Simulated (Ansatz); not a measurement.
Here is the system:

Ga2BiAs:
Space group P-4m2 (No. 115); a = 4.227 Å, b = 4.227 Å, c = 6.032 Å, α = 90.00°, β = 90.00°, γ = 90.00°

```csv
atom,site,symmetry,x,y,z
Ga,2g,2mm.,0.0000,0.5000,0.2750
Bi,1a,-4m2,0.0000,0.0000,0.0000
As,1c,-4m2,0.5000,0.5000,0.5000
```

This is the PBEsol-relaxed structure.

Q: All from plane-wave PAW PBEsol (Ansatz code), unless another level is named. Give the electronic character.

A: no gap, with almost no states at the Fermi level (zero-gap or semimetallic).

Q: And the formation energy from the elements (no fitted shifts)?

A: -0.072 eV/atom.

Q: Give the gap with spin–orbit coupling.

A: none (metallic).

The first step of the workflow began from a Materials Project structure, measured or hypothetical; the Crystallography Open Database copy checked does not list it. Whether it is the stable phase at ambient conditions was not checked. Symmetry was held in the PBEsol relaxation; of distortions, only those at the zone centre were tested. A small band overlap can be real or an error of a semilocal functional. The references are the lowest solids computed at this level, not always the standard phases. Spin–orbit coupling is left out wherever it is not named.

Potentials: the later of the program's two PAW sets.
